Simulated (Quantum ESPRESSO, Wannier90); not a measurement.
Wannierisation of WC (P-6m2)

```
begin unit_cell_cart
ang
    2.9165899860    0.0000000000    0.0000000000
   -1.4582949930    2.5258410203    0.0000000000
    0.0000000000    0.0000000000    2.8394400000
end unit_cell_cart
begin atoms_frac
W    0.0000000000  0.0000000000  0.0000000000
C   -0.3333333333  0.3333333333  0.5000000000
end atoms_frac
```

Structure: Materials Project mp-1894, symmetrised, not relaxed again. COD (Crystallography Open Database) has an entry of this formula and space group (matched by these alone). Level: PBEsol, no spin polarisation, no spin-orbit coupling; pw.x of Quantum ESPRESSO at 66 Ry with PseudoDojo potentials, 12×12×12 k-points, Wannier90. Density: 12×12×12 mesh, cold smearing 0.01 Ry. Spin-orbit coupling is left out although heavy elements are present.

A tight-binding model is made by disentanglement and projection with no localisation steps (num_iter = 0), so the 13 orbitals stay atom-like: hydrogen-like W: s;p;d; C: s;p, axes along x, y, z; frozen window up to 1.50 eV relative to the Fermi level. It follows pw.x to 1.0 meV rms for states up to 1.0 eV relative to the Fermi level. Matrix elements depend on this choice of orbitals and windows.

The 30 largest hoppings ⟨m,0|H|n,R⟩ between different sites (one of each Hermitian pair; signs follow the real orbitals' lobes; the list may end inside a set of equal values):

```json
[
 {"m": "W1 px", "n": "W1 px", "R": "1 0 0", "distance of the centres (Å)": "2.92", "t (eV)": "2.316"},
 {"m": "C2 s", "n": "W1 dyz", "R": "0 1 0", "distance of the centres (Å)": "2.24", "t (eV)": "2.019"},
 {"m": "C2 s", "n": "W1 dyz", "R": "0 1 1", "distance of the centres (Å)": "2.24", "t (eV)": "-2.019"},
 {"m": "C2 py", "n": "W1 dyz", "R": "0 1 0", "distance of the centres (Å)": "2.26", "t (eV)": "1.992"},
 {"m": "C2 py", "n": "W1 dyz", "R": "0 1 1", "distance of the centres (Å)": "2.26", "t (eV)": "-1.992"},
 {"m": "W1 pz", "n": "W1 pz", "R": "0 0 1", "distance of the centres (Å)": "2.84", "t (eV)": "1.978"},
 {"m": "C2 s", "n": "W1 py", "R": "0 1 0", "distance of the centres (Å)": "2.23", "t (eV)": "1.850"},
 {"m": "C2 s", "n": "W1 py", "R": "0 1 1", "distance of the centres (Å)": "2.23", "t (eV)": "1.850"},
 {"m": "C2 s", "n": "W1 dxz", "R": "0 0 0", "distance of the centres (Å)": "2.22", "t (eV)": "1.748"},
 {"m": "C2 s", "n": "W1 dxz", "R": "0 0 1", "distance of the centres (Å)": "2.22", "t (eV)": "-1.748"},
 {"m": "W1 dxz", "n": "C2 s", "R": "1 0 -1", "distance of the centres (Å)": "2.22", "t (eV)": "1.748"},
 {"m": "W1 dxz", "n": "C2 s", "R": "1 0 0", "distance of the centres (Å)": "2.22", "t (eV)": "-1.748"},
 {"m": "C2 py", "n": "W1 s", "R": "0 1 0", "distance of the centres (Å)": "2.22", "t (eV)": "-1.747"},
 {"m": "C2 py", "n": "W1 s", "R": "0 1 1", "distance of the centres (Å)": "2.22", "t (eV)": "-1.747"},
 {"m": "C2 py", "n": "W1 pz", "R": "0 1 0", "distance of the centres (Å)": "2.22", "t (eV)": "-1.744"},
 {"m": "C2 py", "n": "W1 pz", "R": "0 1 1", "distance of the centres (Å)": "2.22", "t (eV)": "1.744"},
 {"m": "W1 py", "n": "W1 px", "R": "1 1 0", "distance of the centres (Å)": "2.85", "t (eV)": "1.730"},
 {"m": "W1 py", "n": "W1 px", "R": "0 1 0", "distance of the centres (Å)": "2.85", "t (eV)": "-1.730"},
 {"m": "W1 py", "n": "W1 py", "R": "1 1 0", "distance of the centres (Å)": "2.92", "t (eV)": "1.667"},
 {"m": "W1 py", "n": "W1 py", "R": "0 1 0", "distance of the centres (Å)": "2.92", "t (eV)": "1.667"},
 {"m": "C2 pz", "n": "W1 py", "R": "0 1 0", "distance of the centres (Å)": "2.23", "t (eV)": "-1.644"},
 {"m": "C2 pz", "n": "W1 py", "R": "0 1 1", "distance of the centres (Å)": "2.23", "t (eV)": "1.644"},
 {"m": "C2 s", "n": "W1 pz", "R": "0 0 0", "distance of the centres (Å)": "2.20", "t (eV)": "-1.614"},
 {"m": "C2 s", "n": "W1 pz", "R": "0 0 1", "distance of the centres (Å)": "2.20", "t (eV)": "1.614"},
 {"m": "C2 s", "n": "W1 pz", "R": "0 1 0", "distance of the centres (Å)": "2.20", "t (eV)": "-1.614"},
 {"m": "C2 s", "n": "W1 pz", "R": "0 1 1", "distance of the centres (Å)": "2.20", "t (eV)": "1.614"},
 {"m": "W1 pz", "n": "C2 s", "R": "1 0 -1", "distance of the centres (Å)": "2.20", "t (eV)": "1.614"},
 {"m": "W1 pz", "n": "C2 s", "R": "1 0 0", "distance of the centres (Å)": "2.20", "t (eV)": "-1.614"},
 {"m": "C2 s", "n": "W1 px", "R": "0 0 0", "distance of the centres (Å)": "2.22", "t (eV)": "1.602"},
 {"m": "C2 s", "n": "W1 px", "R": "0 0 1", "distance of the centres (Å)": "2.22", "t (eV)": "1.602"}
]
```
